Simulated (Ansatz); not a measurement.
This TiCrC₄N₄ structure is the end of a relaxation. The cell was found from a structure generator's guess, not taken from experiment.

The calculation used Ansatz 0.2.0, DFT PBE, scalar-relativistic, plane waves, PAW. Cutoff 420 eV, Γ-centred mesh, Gaussian smearing, collinear spin.

```yaml
crystal:
  lattice:
    - [5.91667, 0.00000, 0.00000]
    - [0.00000, 5.91667, 0.00000]
    - [0.00000, 0.00000, 5.91667]
  atoms:
    - { symbol: Ti, position: [0.50000, 0.50000, 0.50000] }
    - { symbol: Cr, position: [0.00000, 0.00000, 0.00000] }
    - { symbol: C, position: [0.19334, 0.19334, 0.19334] }
    - { symbol: C, position: [0.19334, 0.80666, 0.80666] }
    - { symbol: C, position: [0.80666, 0.19334, 0.80666] }
    - { symbol: C, position: [0.80666, 0.80666, 0.19334] }
    - { symbol: N, position: [0.30962, 0.30962, 0.30962] }
    - { symbol: N, position: [0.30962, 0.69038, 0.69038] }
    - { symbol: N, position: [0.69038, 0.30962, 0.69038] }
    - { symbol: N, position: [0.69038, 0.69038, 0.30962] }
```

Energies over the elements count from the elements' standard structures at the same level (N₂ as a molecule), with no fitted energy shifts.

**Question.** Find its symmetry and describe it.

**Answer.** P-43m (No. 215). Conventional cell: a = 5.917 Å. Ti is surrounded by 4 N at 1.95 Å; Cr is surrounded by 4 C at 1.98 Å; C has 1 N at 1.19 Å and 1 Cr at 1.98 Å; N is surrounded by 1 C at 1.19 Å and 1 Ti at 1.95 Å.

**Question.** What is its formation energy per atom?

**Answer.** +0.20 eV/atom. The separate elements lie lower, so it is unstable against them.

**Question.** Is it a metal?

**Answer.** Yes, bands cross the Fermi level on the 6×6×6 mesh.

**Question.** Which magnetic moments does it keep?

**Answer.** 0.40 μB per atom net, the space between the atoms included; by site: Ti -0.1; Cr 2.4 μB.

**Question.** From what recipe could a structure generator have reached it?

**Answer.** One such recipe: two interpenetrating cyanide-bridged diamond nets (P-43m, No. 215). Other recipes can lead to the same cell.

The last run used collinear spin, a 6×6×6 mesh for its 10-atom cell and Gaussian smearing of 0.10 eV. In such compounds of Cr and Ti a zero gap at this level may well be an artefact, since no Hubbard U is applied. The reference form of C is held partly by dispersion forces, which this level lacks. The magnetic state reached may not be the lowest. Symmetry constrained the relaxation, so the result can be a saddle point.
